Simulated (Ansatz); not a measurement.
SnIr, first-principles data

SnIr:
```
CELL_PARAMETERS angstrom
      3.98054     0.00000     0.00000
     -1.99027     3.44725     0.00000
      0.00000     0.00000     5.59482
ATOMIC_POSITIONS crystal
  Ir 0.00000 0.00000 0.00000
  Ir 0.00000 0.00000 0.50000
  Sn 0.33333 0.66667 0.25000
  Sn 0.66667 0.33333 0.75000
```

Space group P6_3/mmc (No. 194), NiAs type; conventional cell a = 3.981 Å, b = 3.981 Å, c = 5.595 Å, α = 90.00°, β = 90.00°, γ = 120.00°.

Method: DFT-PBEsol in the program Ansatz with PAW potentials. Structure relaxed to zero pressure with the same functional. Other levels are named where they apply.

**Cell and energy**

- Volume per atom = 19.19 Å³
- Density = 13.45 g/cm³
- Formation energy from the elements (no fitted shifts) = -0.20 eV/atom

**Electronic structure**

* **Electronic character**: metallic (no gap)
* **Density of states at the Fermi level**: 0.41 states/eV per atom (mean over ±0.08 eV)
* **Gap with spin–orbit coupling**: none (metallic)

**Mechanics**

- Bulk modulus (Birch–Murnaghan fit): 171 GPa
- Pressure derivative B′: 4.9
- Elastic constants (relaxed ions, GPa): C11 = 209, C12 = 148, C13 = 138, C33 = 312, C44 = 108
- Mechanical stability: stable (all eigenvalues of C positive)
- Hill bulk and shear moduli: 173 and 60.2 GPa
- Young's modulus: 162 GPa
- Poisson's ratio: 0.34
- Debye temperature from the elastic constants: 264 K

**Charges**

- Bader charges: Ir -0.87, Sn +0.87 e

The workflow started from an entry of the Crystallography Open Database (COD). Its standing as an ambient phase is unchecked. The cell was relaxed with PBEsol under the symmetry of its start; its stability against distortions is not shown here. The run is not spin-polarised. As this level gives no gap, shear constants depend on the k-mesh and smearing (Fermi–Dirac, 0.1 eV here). Axis ratios of metals converge slowly with the k-mesh, so a and c are less sure than the volume. The references are the lowest solids computed at this level, not always the standard phases. Spin–orbit coupling is left out wherever it is not named.

Potentials: the later of the program's two PAW sets.
